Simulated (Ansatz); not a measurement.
### Question
Each is relaxed and computed with r²SCAN in the plane-wave PAW code Ansatz. Which is the only metal?
(A) GeMo2C, P6_3/mmc (Ge on 2d, Mo on 4f, C on 2a)
(B) CaO, P6_3/mmc (Ca on 2d, O on 2c)
(C) SiGeC2, P-4m2 (Si on 1a, C on 2g, Ge on 1c)
(D) B2CO, P-4m2 (B on 2g, C on 1a, O on 1c)

### Answer
A, GeMo2C, P6_3/mmc (Ge on 2d, Mo on 4f, C on 2a). GeMo2C: metal; SiGeC2: gap 1.80 eV (indirect); B2CO: gap 2.19 eV (indirect); CaO: gap 3.63 eV (direct). Built on a structure type that need not be the filed one of that space group: CaO, P6_3/mmc (Ca on 2d, O on 2c). Typed or built starts, not in the databases checked: GeMo2C, P6_3/mmc (Ge on 2d, Mo on 4f, C on 2a); SiGeC2, P-4m2 (Si on 1a, C on 2g, Ge on 1c); B2CO, P-4m2 (B on 2g, C on 1a, O on 1c). Not the usual ambient phase: CaO, P6_3/mmc (Ca on 2d, O on 2c). All cells were relaxed under the symmetry of their starts (and spin orders); stability against distortions was not tested throughout. Rows with no word on spin ran without spin polarisation. Scalar-relativistic: spin–orbit coupling is off unless named, which matters more the heavier the elements.

Potentials: the earlier of the program's two PAW sets.
